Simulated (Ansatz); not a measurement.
Si2MoN4:
```
CELL_PARAMETERS angstrom
      2.88715     0.00000     0.00000
     -1.44357     2.50034     0.00000
      0.00000     0.00000    20.82811
ATOMIC_POSITIONS crystal
  Mo 0.33333 0.66667 0.25000
  Mo 0.66667 0.33333 0.75000
  N  0.66667 0.33333 0.30967
  N  0.33333 0.66667 0.80967
  N  0.33333 0.66667 0.69033
  N  0.66667 0.33333 0.19033
  Si 0.66667 0.33333 0.39286
  Si 0.33333 0.66667 0.89286
  Si 0.33333 0.66667 0.60714
  Si 0.66667 0.33333 0.10714
  N  0.00000 0.00000 0.41660
  N  0.00000 0.00000 0.91660
  N  0.00000 0.00000 0.58340
  N  0.00000 0.00000 0.08340
```

Relaxed with r²SCAN+D4.

Problem. Map the electron localisation function on the plane through (0.333, 0.667, 0.250) spanned by u = [0, 0, 1] and v = [1, -1, 0] in lattice vectors, from r²SCAN+D4 (plane waves, PAW; program Ansatz).

Solution. x is the fraction of u, y of v (the angle between them is 90°; rows are the nearest grid lines); atoms in the plane: Mo at (0.00, 0.00), Mo at (0.50, 0.33), N at (0.06, 0.33), N at (0.56, 0.00), N at (0.44, 0.00), N at (0.94, 0.33), Si at (0.14, 0.33), Si at (0.64, 0.00), Si at (0.36, 0.00), Si at (0.86, 0.33).
```
|-%-.        ..=-@+.##.+@-=..        .-%-|
|+%:.        ..::@*-##-*@::..        .:%+|
|##.. .:.    :+-:@%####%@:-+:    .:. ..##|
|%=.. :+=-  .+%#:*%%**%%*:#%+.  -=+: ..=%|
|*:   =##*: :#@@=-#%==%#-=@@#: :*##=   :*|
|=.   +%%%= =%@@*.=+--+=.*@@%= =%%%+   .=|
|+:   #*=@* *@+##  .--.  ##+@* *@=*#   :+|
|*-   #+.@# #@.+#   --   #+.@# #@.+#   -*|
|*-   #+:@# #@:+#   --   #+:@# #@:+#   -*|
|+:.  ##*@* *@*##   ::   ##*@* *@*##  .:+|
|=:-: *@@@+ +%%%*   ..   *%%%+ +@@@* :-:=|
|:-*+:*@@%- -#%%+   ..   +%%#- -%@@*:+*-:|
|:+%#==@@#: .+**-   ::   -**+. :#@@==#%+:|
|.*%%#:*%=   :-=. ..++.. .=-:   =%*:#%%*.|
|.#*#@:--:    ..  .:##:.  ..    :--:@#*#.|
|.#:*@:-..        .-%%-.        ..-:@*:#.|
|.#:+@:=..        .-%%-.        ..=:@+:#.|
|.#+#@::..        .:%%:.        ..::@#+#.|
|.-@%#..:.    .:.:+====+:.:.    .:..#%@-.|
|+:##=.:.     ::.+#%::%#+.::     .:.=##:+|
|#+-=:...    .:..#%@==@%#..:.    ...:=-+#|
|##::  .     .:.:@%####%@:.:.     .  ::##|
|+%:.        ..::@*-##-*@::..        .:%+|
|-%-.        ..=-@+.##.+@-=..        .-%-|
```
Scale: ten equal steps from 0.003 (start of ' ') to 0.910 (end of '@'), in the order ' .:-=+*#%@'; x runs from 0.000 to 1.00, y from 0.000 (bottom) to 1.00 (top).

The density is the valence pseudo-density with augmentation charge, so density and ELF within about 1 Å of a nucleus are not all-electron values.

Space group P6_3/mmc. The start of the workflow was typed in or built on a structure type; neither database checked (COD, Materials Project) lists it. Its standing as an ambient phase is unchecked. The cell was relaxed with r²SCAN+D4 under the symmetry of its start; whether a distortion lowers the energy is not shown. The workflow began spin-polarised and lost its moments.

Potentials: the earlier of the program's two PAW sets.
